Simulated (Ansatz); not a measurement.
These are results of DFT PBE, scalar-relativistic, plane waves, PAW in Ansatz 0.2.0, not measurements. All cells share a 420 eV cutoff and Γ-centred k meshes spaced at most about 0.3 Å⁻¹ (about 0.25 or finer for metals, 2π included). Collinear spin in cells that started with moments and kept them past the coarse steps, no spin elsewhere.

All energies are static (0 K, no zero-point motion). All come from trial cells, and lower structures may exist.

Question: Order these relaxed structures of InGa2N3 by energy, lowest first, with the energy over the lowest of them.
A. Space group P-3m1 (No. 164), trigonal, a = 3.123 Å, c = 7.685 Å. In is surrounded by 6 N at 2.31 Å; Ga is surrounded by 6 N at 2.16–2.18 Å; N on a site of symmetry 3m has 3 Ga at 2.16 Å and 3 In at 2.31 Å; around N on a site of symmetry -3m lie 6 Ga at 2.18 Å.
B. Space group R-3m (No. 166), trigonal, a = 5.915 Å, c = 8.232 Å. Around In lie 6 N at 2.19 Å and 2 Ga at 2.72 Å; around Ga lie 3 N at 2.17 Å and 1 In at 2.72 Å; around N lie 2 Ga at 2.17 Å and 2 In at 2.19 Å.
C. Space group P-4m2 (No. 115), tetragonal, a = 3.014 Å, c = 9.837 Å. In has 4 N at 2.13 Å; Ga is surrounded by 5 N at 2.10–2.13 Å; N on a site of symmetry 2mm is surrounded by 5 Ga at 2.10–2.13 Å; N on a site of symmetry -4m2 has 4 In at 2.13 Å.

Answer: A (0 meV/atom), C (261 meV/atom), B (800 meV/atom). Forms: A In and Ga ordered on rock salt sites, P-3m1, no spin; C P-4m2, no spin; B R-3m, moments up to 0.5 μB. Counting N atoms around Ga and In (those within 1.25 times the shortest such distance or 1.15 times the sum of covalent radii, 1.27 where that leaves under three): A has In 6, Ga 6; C has In 4, Ga 5; B has In 6, Ga 3. Even the lowest lies +0.19 eV/atom against the elements.

Weakly bound directions are ill-defined at this level, which has no dispersion term (P-4m2), and this can change margins and order among such cells. A magnetic state wasn't ruled out in cells without spin, among them P-4m2. Another magnetic order may lie lower. Cells relaxed within their symmetry can be saddle points. Some candidate types were left out of the draw beforehand, so a known form may be missing.
